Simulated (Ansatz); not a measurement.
CdGa₂Se₄:
```xyz
7
Lattice="-2.8626 2.8626 5.3923 2.8626 -2.8626 5.3923 2.8626 2.8626 -5.3923" Properties=species:S:1:pos:R:3 pbc="T T T"
Cd     0.0000     0.0000     0.0000
Ga     2.8626     0.0000     2.6962
Ga     0.0000     0.0000     5.3923
Se     1.4629     4.1390     1.5084
Se     1.2763     1.3997     3.8839
Se     1.3997    -1.2763     6.9007
Se     1.5863     1.4629    -1.5084
```

Relaxed with PBEsol.

Task: Map the electron localisation function on the plane through (0.000, 0.000, 0.000) spanned by u = [1, 0, 1] and v = [0, 1, 1] in lattice vectors, from PBEsol in the plane-wave PAW code Ansatz.

Result: x is the fraction of u, y of v (the angle between them is 90°; rows are the nearest grid lines); atoms in the plane: Cd at (0.00, 0.00), Ga at (0.50, 0.50).
```
y \ x   0.000  0.103  0.172  0.276  0.379  0.448  0.552  0.621  0.724  0.828  0.897   1.00
------  -----  -----  -----  -----  -----  -----  -----  -----  -----  -----  -----  -----
1.00    0.921  0.514  0.244  0.120  0.032  0.014  0.014  0.032  0.120  0.244  0.514  0.921
0.931   0.683  0.432  0.199  0.147  0.049  0.019  0.025  0.065  0.153  0.199  0.433  0.683
0.862   0.381  0.236  0.170  0.260  0.118  0.048  0.064  0.168  0.281  0.169  0.236  0.381
0.759   0.146  0.193  0.335  0.447  0.295  0.197  0.225  0.352  0.464  0.325  0.191  0.146
0.690   0.084  0.193  0.356  0.464  0.362  0.250  0.256  0.379  0.444  0.306  0.167  0.084
0.621   0.032  0.109  0.233  0.391  0.261  0.228  0.227  0.261  0.353  0.170  0.077  0.032
0.552   0.014  0.040  0.101  0.279  0.228  0.045  0.044  0.228  0.260  0.078  0.030  0.014
0.448   0.014  0.030  0.078  0.260  0.228  0.044  0.045  0.228  0.279  0.101  0.040  0.014
0.379   0.032  0.077  0.170  0.352  0.261  0.228  0.228  0.261  0.391  0.233  0.109  0.032
0.310   0.084  0.167  0.306  0.444  0.379  0.256  0.250  0.362  0.464  0.356  0.193  0.084
0.241   0.146  0.191  0.325  0.464  0.352  0.225  0.197  0.294  0.447  0.335  0.193  0.146
0.138   0.381  0.236  0.169  0.281  0.168  0.064  0.048  0.118  0.260  0.170  0.236  0.381
0.0690  0.683  0.433  0.199  0.153  0.065  0.025  0.019  0.049  0.147  0.199  0.432  0.683
0.000   0.921  0.514  0.244  0.120  0.032  0.014  0.014  0.032  0.120  0.244  0.514  0.921
```

The density is the valence pseudo-density with augmentation charge, so density and ELF within about 1 Å of a nucleus are not all-electron values.

Space group I-4. The workflow started from a Materials Project entry (that database holds measured and hypothetical structures alike); the Crystallography Open Database files this formula in space group No. 82, but the cells were not matched. Its standing as an ambient phase is unchecked. Symmetry was held in the PBEsol relaxation; its stability against distortions is not shown here.

Potentials: the later of the program's two PAW sets.
